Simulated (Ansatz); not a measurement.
All numbers below come from DFT PBE, scalar-relativistic, plane waves, PAW in Ansatz 0.2.0. Plane waves to 420 eV, a 6×6×6 mesh through Γ for the 12-atom cell and 0.02 eV Gaussian smearing; no spin polarisation.

The zero of energy is the elements' standard structures at the same level; no fitted shifts are applied.

Task: Suggest a trial structure for a trigonal narrow-gap semiconductor with formula AlGa5As6, with a gap near 0.4 eV, a formation energy near −0.36 eV/atom and about 24 Å³ per atom, in a cell of 12 atoms. Its symmetry should be P31m (No. 157).

Result: AlGa5As6, space group P31m (No. 157). Around Al lie 4 As at 2.48–2.49 Å; Ga on a site of symmetry 3 is surrounded by 4 As at 2.48–2.50 Å; Ga on a site of symmetry m is surrounded by 4 As at 2.48–2.50 Å; As on a site of symmetry 3m has 3 Ga at 2.49 Å and 1 Al at 2.49 Å; 2 more sites not described.

Space group P31m (No. 157). a = 7.011 Å, b = 7.011 Å, c = 6.671 Å, α = 90.00°, β = 90.00°, γ = 120.00°
```tsv
atom	site	symmetry	x	y	z
Al	1a	3.m	0.0000	0.0000	0.0006
Ga	2b	3..	0.6667	0.3333	0.0008
Ga	3c	..m	0.3332	0.0000	0.5013
As	1a	3.m	0.0000	0.0000	0.3737
As	2b	3..	0.6667	0.3333	0.3752
As	3c	..m	0.3327	0.0000	0.8753
```

The volume per atom is 23.66 Å³ and the density is 4.82 g/cm³. The formation energy is −0.362 eV/atom and the gap on the 6×6×6 mesh of the 12-atom cell is 0.39 eV.

The structure comes from a generated guess, relaxed at this level; another structure or a mixture of phases may lie lower. Other answers may fit too; this one was computed.

Kohn–Sham gaps at this level usually fall short of measured ones. The reference form of As is held partly by dispersion forces, which this level lacks. Small gaps are read on the mesh alone, and bands can cross between its points. A structure relaxed within its symmetry needn't be a true minimum.
